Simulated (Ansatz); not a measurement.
## TaSi2: from a starting cell to a relaxed one

The start is a generated cell, TaSi2 built in the AlB2 structure type. The structure is fully relaxed (lattice and positions, P = 0) with PBEsol (plane waves to 420 eV, PAW, scalar-relativistic; Ansatz, a quantum-chemistry and plane-wave program). The first steps use a coarse 6×6×5 k-mesh.

Input geometry:
```yaml
crystal:
  lattice:
    - [4.20402, 0.00000, 0.00000]
    - [-2.10201, 3.64079, 0.00000]
    - [0.00000, 0.00000, 4.55195]
  atoms:
    - { symbol: Ta, position: [0.00000, 0.00000, 0.00000] }
    - { symbol: Si, position: [0.33333, 0.66667, 0.50000] }
    - { symbol: Si, position: [0.66667, 0.33333, 0.50000] }
```

Question: How large is the pressure on the unrelaxed cell, and of which sign?

Answer: -23 GPa (negative: the cell is under tension).

Question: How do the shortest distances between atoms change?

Answer: The closest pairs of elements (up to four, under 3.6 Å), start → end: Si–Si 2.43 → 2.52 Å; Ta–Ta 4.20 → 2.63 Å; Si–Ta 3.33 → 2.84 Å.

Question: Write out the relaxed structure.

Answer: 
Space group P6/mmm (No. 191); a = b = 4.3656 Å, c = 2.6270 Å, α = β = 90.00°, γ = 120.00°

```tsv
atom	site	symmetry	x	y	z
Ta	1a	6/mmm	0.0000	0.0000	0.0000
Si	2d	-6m2	0.3333	0.6667	0.5000
```

The space group stays P6/mmm (No. 191) (the run could not lower it), with 3 atoms in the primitive cell. Final values are on a 12×12×18 k-mesh of the relaxed cell. No spin polarisation in the result. The relaxed primitive cell holds an odd number of electrons. A magnetic state may lie lower.

The run could not lower the symmetry of its start; a shaken copy of this end point relaxes with PBEsol to I4/mmm (No. 139), 0.43 eV/atom lower.

The relaxed structure here is a generated cell of TaSi2: the first start was made by placing the elements on the sites of a structure type, and the end was not matched to a known phase here, so it may be hypothetical. Known forms of TaSi2 include space group No. 181.
